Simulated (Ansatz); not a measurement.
MgSe:
```cif
data_Mg4Se4
_chemical_formula_sum 'Se4 Mg4'
_space_group_name_H-M_alt 'Fm-3m'
_space_group_IT_number 225
_space_group_name_Hall '-F 4 2 3'
_cell_length_a 5.47223
_cell_length_b 5.47223
_cell_length_c 5.47223
_cell_angle_alpha 90.000
_cell_angle_beta 90.000
_cell_angle_gamma 90.000
loop_
_atom_site_label
_atom_site_type_symbol
_atom_site_symmetry_multiplicity
_atom_site_Wyckoff_symbol
_atom_site_fract_x
_atom_site_fract_y
_atom_site_fract_z
_atom_site_occupancy
Se1 Se 4 a 0.00000 0.00000 0.00000 1
Mg1 Mg 4 b 0.50000 0.50000 0.50000 1
```
(The calculation used a cell of 2 atoms; values per cell refer to that cell.)

Relaxed with r²SCAN. r²SCAN (plane waves, PAW; program Ansatz) gives a gap of 2.48 eV.

Problem. What gap does HSE06 give on the same cell (Ansatz, PAW)?

Solution. 2.66 eV, 0.18 eV more. The hybrid was solved on a coarser mesh and at special points; its gap is the smallest among all of these.

```tsv
k	v1 r²SCAN	c1 r²SCAN	v1 HSE06	c1 HSE06
Γ	0.00	3.44	___	___
X	-1.79	2.48	-1.92	2.66
L	-0.60	4.52	___	___
W	-2.47	5.15	___	___
K	-1.44	3.69	___	___
```

Problem. Top valence (v1) and lowest conduction level (c1) in eV from each method's valence maximum (which need not be a listed point): supply the withheld HSE06 values.

Solution. 
- W, v1 HSE06: -2.67
- W, c1 HSE06: 5.49
- K, v1 HSE06: -1.54
- K, c1 HSE06: 3.93
- Γ, v1 HSE06: 0.00
- Γ, c1 HSE06: 3.53
- L, v1 HSE06: -0.63
- L, c1 HSE06: 4.72

Cost on shared cores: the r²SCAN run (SCF on a 9×9×9 mesh, then bands and DOS) very roughly 13 core-seconds, the HSE06 run (SCF on 7×7×7, then a few points) about 110 core-seconds (a rough figure); the tasks are unlike.

The r²SCAN relaxation kept the symmetry of its start. Spin–orbit coupling is left out wherever it is not named.

Potentials: the later of the program's two PAW sets.
